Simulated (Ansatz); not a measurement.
A plane-wave run on Ba2CuN3

Input file of Ansatz 0.2.0:

```yaml
crystal:
  lattice:
    - [0.0, 0.0, 3.898146]
    - [0.0, -4.145882, 0.0]
    - [6.775164, 2.072941, -1.949073]
  atoms:
    - { symbol: Ba, position: [0.3539, 0.3539, 0.7078] }
    - { symbol: Ba, position: [0.6461, 0.6461, 0.2922] }
    - { symbol: Cu, position: [0.0, 0.0, 0.0] }
    - { symbol: "N", position: [0.0, 0.5, 0.0], spin: 0.63 }
    - { symbol: "N", position: [0.1519, 0.1519, 0.3038], spin: 0.69 }
    - { symbol: "N", position: [0.8481, 0.8481, 0.6962], spin: 0.69 }
kpoints:
  mp_grid: { grid: [3, 3, 3], shift: [0, 0, 0] }
magnetization:
  spin_polarized: true
scf:
  occupations: { method: fermi_dirac }
hamiltonian:
  pseudopotentials: { kind: paw }
  xc: { exchange: pbe, correlation: pbe, exx: { coeff: 0.105 } }
basis:
  ecutwfc: 420
  fft_grid_basis: typed
output:
  forces: true
  stress: true
  eigenvalues: true
  bader: true
  populations: true
  elf: true
  write_potential: true
  volumetric_format: npy
  dos:
    e_range: [-12, 8]
    de: 0.05
    projected: { site_lists: { Ba: [Ba], Cu: [Cu], "N": ["N"] } }
  write_density: true
```

Command:

```sh
ansatz run input.yaml --threads 2 --pin off --max-ram 5120MiB --backend cpu --events-out ev --progress --plain --runs-dir out
```

Magnetic state (reached from a saved solution, and it need not be the lowest): N4 up, N5 up, N6 up.

Parts of the output:

```
SCF iter   1: F=—  Δρ=4.25e-1  dr2=8.44e2  dr2_m=4.32e-1  M=0.288 μB ∫|m|=0.598 μB
SCF iter   2: F=—  Δρ=2.03e-1  dr2=9.61e1  dr2_m=3.51e-2  M=1.182 μB ∫|m|=1.234 μB
SCF iter   3: F=—  Δρ=1.20e-1  dr2=3.54e1  dr2_m=2.54e-2  M=1.364 μB ∫|m|=1.409 μB
SCF iter   4: F=—  Δρ=1.54e-1  dr2=7.77e1  dr2_m=3.11e-1  M=0.579 μB ∫|m|=0.802 μB  defer=2
SCF iter   5: F=—  Δρ=1.84e-2  dr2=1.12e0  dr2_m=2.95e-2  M=1.411 μB ∫|m|=1.439 μB  defer=4
SCF iter   6: F=—  Δρ=3.89e-2  dr2=4.44e0  dr2_m=3.31e-2  M=1.737 μB ∫|m|=1.773 μB  defer=6
SCF iter   7: F=—  Δρ=1.36e-2  dr2=2.45e-1  dr2_m=6.70e-2  M=2.233 μB ∫|m|=2.268 μB  defer=3
SCF iter   8: F=—  Δρ=3.61e-2  dr2=2.53e0  dr2_m=8.19e-2  M=2.490 μB ∫|m|=2.532 μB  defer=5
SCF iter   9: F=—  Δρ=1.36e-2  dr2=2.35e-1  dr2_m=3.07e-2  M=2.562 μB ∫|m|=2.617 μB  defer=1
SCF iter  10: F=—  Δρ=8.77e-3  dr2=2.34e-1  dr2_m=1.87e-3  M=2.606 μB ∫|m|=2.679 μB
…
SCF iter   3: F=—  Δρ=6.76e-4  dr2=5.01e-4  dr2_m=9.49e-5  M=2.666 μB ∫|m|=2.858 μB
SCF iter   4: F=—  Δρ=8.82e-5  dr2=4.45e-6  dr2_m=6.01e-6  M=2.666 μB ∫|m|=2.858 μB
SCF iter   5: F=—  Δρ=5.62e-5  dr2=1.94e-6  dr2_m=1.69e-6  M=2.666 μB ∫|m|=2.858 μB  defer=1
SCF iter   6: F=—  Δρ=3.57e-5  dr2=6.78e-6  dr2_m=2.85e-7  M=2.666 μB ∫|m|=2.858 μB  defer=1
SCF iter   7: F=—  Δρ=7.40e-6  dr2=1.61e-7  dr2_m=3.00e-8  M=2.666 μB ∫|m|=2.858 μB
SCF iter   8: F=—  Δρ=6.05e-6  dr2=5.39e-8  dr2_m=2.40e-8  M=2.666 μB ∫|m|=2.858 μB  defer=2
SCF iter   9: F=—  Δρ=3.47e-6  dr2=1.62e-8  dr2_m=5.40e-9  M=2.666 μB ∫|m|=2.858 μB  defer=1
SCF iter  10: F=—  Δρ=1.17e-6  dr2=2.38e-9  dr2_m=4.37e-10  M=2.666 μB ∫|m|=2.858 μB  defer=1
SCF iter  11: F=-19677.0661 eV  Δρ=3.28e-7  dr2=1.29e-10  dr2_m=6.34e-11  M=2.666 μB ∫|m|=2.858 μB (applied; sched 1.00e-12)
hybrid outer 2: dexx = +5.196e-5 eV, tail = 7.65e-8 eV, Δε = 1.50e-2 eV (about 5.75e-4 eV left of the loop's levels), ΔF = 1.87e-3 eV/Å (tail 3.12e-4)
Magnetization: 2.6662 μB (28.3331 up, 25.6669 down)
Absolute magnetization: 2.8827 μB (∫|ρ↑−ρ↓|, with the PAW one-centre terms)
Spin contamination: 0.0362 ħ² per cell (⟨S²⟩ above its minimum at these occupations)
Per-site moments (μB) at R_I (Å): [(0.0439, 1.1291), (0.0439, 1.1291), (0.0667, 0.8490), (0.6348, 0.8551), (0.6881, 0.8490), (0.6881, 0.8490)]
Free energy (F): -19677.0661 eV
Frozen-core exchange: fock
Harris-Foulkes:  -19677.0661 eV  (|F-HF|=5.82e-11)
Internal energy: -19677.0486 eV  (E = F + TS)
E sigma→0 (E₀):  -19677.0574 eV
Entropy (-TS):   -0.0175 eV (-2.923 meV/atom)
Fermi energy:    9.1622 eV
--- Per-component energies (eV) ---
  E_band       = -562.9392
  E_kinetic    = 1015.6537
  E_local      = -7406.4619  (includes V_loc(G=0)·N_el)
  E_nonlocal   = 640.2705
  E_hartree    = 3217.2206
  E_xc         = -546.9224
  E_vxc        = -555.6746  (∫ρ·V_xc dr)
  E_exx        = -86.7543  (= α·E_x^exact, valence–valence)
  E_paw        = -12464.7291  (= ΣΔE_a)
  E_vpaw       = -517.6595  (= ΣTr[D̂ρ^β])
  E_aug_tail   = 0.0006  (compensation charges beyond the density's cutoff)
  E_ewald      = -4045.0717
  E_core_change = -0.2545  (= ΣΔE_core)
  E_smearing   = -0.0175  (= −TS)
--- Forces (eV/Å), atoms counted from 1 ---
  atom   1  Ba     0.2595     0.0000     0.0000
  atom   2  Ba    -0.2595     0.0000     0.0000
  atom   3  Cu     0.0000     0.0000     0.0000
  atom   4  N      0.0000     0.0000     0.0000
  atom   5  N     -1.3711     0.0000     0.0000
  atom   6  N      1.3711     0.0000     0.0000
--- Stress (GPa, compression-positive) ---
       -3.3558       0.0000       0.0000
        0.0000      -4.7589       0.0000
        0.0000       0.0000       4.3886
  P = ⅓ Tr σ = -1.2420 GPa (-12.420 kbar)
--- Löwdin populations: 6 sites ---
  site symbol       q [e]    m [muB]
     0     Ba      8.2937     0.0047
     1     Ba      8.2937     0.0047
     2     Cu     18.1581     0.0032
     3      N      6.1052     0.8273
     4      N      6.1751     0.9337
     5      N      6.1751     0.9337
  spilling = 0.0148 (of n_electrons = 54.0000)
```

Origin: a known structure type with other elements, at an estimated volume, so it need not be a known compound. Caveats: the exchange threshold is loose for a stress; the SCF threshold is loose for a stress; hybrid functional on a coarse k mesh.

Cost: 3.2 min on 2 threads of Arm Neoverse N1, with other jobs on the host, peak memory 1.3 GiB (start from the program's own first density).
